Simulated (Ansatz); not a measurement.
Au (fcc (Cu type), Fm-3m) at seven volumes, plane-wave PAW PBEsol (Ansatz code), scaled uniformly. One row is withheld.

```tsv
V (Å³/atom)	P (GPa)
15.470	21.61
15.980	12.89
16.490	5.78
17.000	0.00
17.510	-4.71
18.020	?
18.530	-11.67
```

Q: Fit the shown pressures and predict the withheld one.

A: Third-order Birch–Murnaghan: P = (3/2)B₀(x^(7/2) − x^(5/2))[1 + (3/4)(B′ − 4)(x − 1)] with x = (V₀/V)^(2/3). Least squares on the six rows gives V₀ = 17.000 Å³/atom, B₀ = 174.1 GPa, B′ = 5.84. At V = 18.020, x = 0.9619 and P = -8.55 GPa. The run itself gave -8.54 GPa.

The PBEsol relaxation kept the symmetry of its start. Spin–orbit coupling is left out wherever it is not named.

Potentials: the earlier of the program's two PAW sets. The files were generated under PBE; for other functionals the program regenerates the frozen cores, and for LDA and PBEsol the local potential too.
